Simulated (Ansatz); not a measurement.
**Pt (hcp): energy against volume**

These are results of Ansatz 0.2.0, DFT, LDA (PW92), plane waves (420 eV) with PAW, scalar-relativistic, not measurements. (PAW data from PBE, frozen cores regenerated.)

The cell is scaled uniformly from the relaxed one, with fractional coordinates and shape fixed. Energies are extrapolated to zero smearing, pressures are those at the given smearing. Magnetic state: spin not included.

A Birch-Murnaghan fit gives V₀ = 14.85 Å³/atom, B₀ = 301 GPa, B₀′ = 5.3.

Question: What are the energy above the minimum and the pressure at 13.081 Å³/atom?

Answer: 259.1 meV/atom and 53.90 GPa as computed.

Question: What are the energy above the minimum and the pressure at 14.270 Å³/atom?

Answer: 23.2 meV/atom and 13.80 GPa as computed.

Question: What are the energy above the minimum and the pressure at 16.649 Å³/atom?

Answer: 161.0 meV/atom and -25.01 GPa as computed.
